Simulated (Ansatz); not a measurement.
The relaxed structure here is a generated cell of MgSe: the first start was made by placing the elements on the sites of a structure type, and the end was not matched to a known phase here, so it may be hypothetical. Known forms of MgSe include space group No. 225.

A relaxed structure of MgSe. Space group P4₂/mnm (No. 136), AFLOW prototype AB_tP8_136_g_f (as in BeO). Calculation: r2SCAN (plane waves to 500 eV, PAW, scalar-relativistic; Ansatz, a program for electronic structure).

```cif
data_Mg4Se4
_chemical_formula_sum 'Mg4 Se4'
_space_group_name_H-M_alt 'P42/mnm'
_space_group_IT_number 136
_space_group_name_Hall '-P 4n 2n'
_cell_length_a 7.16698
_cell_length_b 7.16698
_cell_length_c 4.26852
_cell_angle_alpha 90.000
_cell_angle_beta 90.000
_cell_angle_gamma 90.000
loop_
_atom_site_label
_atom_site_type_symbol
_atom_site_symmetry_multiplicity
_atom_site_Wyckoff_symbol
_atom_site_fract_x
_atom_site_fract_y
_atom_site_fract_z
_atom_site_occupancy
Mg1 Mg 4 g 0.17187 0.17187 0.50000 1
Se1 Se 4 f 0.31044 0.31044 0.00000 1
```

Task: Estimate the band gap that r2SCAN returns for this input.

Result: 3.29 eV, direct at Γ (no spin-orbit coupling).

No spin polarisation in the result.

The run could not lose the symmetry of its start, so the end can be a saddle point.
